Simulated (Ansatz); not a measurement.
**SrVHO₂, first-principles data**

SrVHO2:
```xyz
5
Lattice="3.9446 0.0000 0.0000 0.0000 3.9446 0.0000 0.0000 0.0000 3.6487" Properties=species:S:1:pos:R:3 pbc="T T T"
Sr     1.9723     1.9723     1.8243
V      0.0000     0.0000     0.0000
O      1.9723     0.0000     0.0000
O      0.0000     1.9723     0.0000
H      0.0000     0.0000     1.8243
```
The run is spin-polarised; directions of the spins, atom by atom: 0 ↑ 0 0 0.

Space group P4/mmm (No. 123); conventional cell a = b = 3.9446 Å, c = 3.6487 Å, α = β = γ = 90.00°.

Method: r²SCAN (plane waves, PAW; program Ansatz). Structure relaxed to zero pressure with the same functional. Other levels are named where they apply.

Cell and energy:

```yaml
volume_per_atom: 11.35 Å³
density: 5.02 g/cm³
Formation energy from the elements (no fitted shifts): -216 kJ/mol of atoms
```

Electronic structure:

```yaml
electronic_character: metallic (no gap)
Density of states at the Fermi level: 0.44 states/eV per atom (mean over ±0.08 eV)
```

Magnetism:

```yaml
magnetic_order: ferromagnetic
net_moment: 0.40 μB per atom
```

Mechanics:

```yaml
Bulk modulus (Birch–Murnaghan fit): 135 GPa
Pressure derivative B′: 4.3
```

Charges:

```yaml
bader_charges: Sr +1.59, V +1.76, O -1.37, H -0.60 e
```

The start of the workflow was typed in or built on a structure type; neither database checked (COD, Materials Project) lists it. Whether it is the stable phase at ambient conditions was not checked. Symmetry was held in the r²SCAN relaxation; whether a distortion lowers the energy is not shown. Spin order of the final state: ferromagnetic, the only order run, not a proven ground state. The cell computed holds one magnetic atom, so no antiferromagnetic order was within reach. Other orbital occupations within this spin state were not tried. No Hubbard U is applied. The compound may be a true metal, but semilocal functionals without U, or a wrong spin order, can also close a gap. The references are the lowest solids computed at this level, not always the standard phases (solids in place of the gases). Spin–orbit coupling is left out wherever it is not named.

Potentials: the later of the program's two PAW sets.
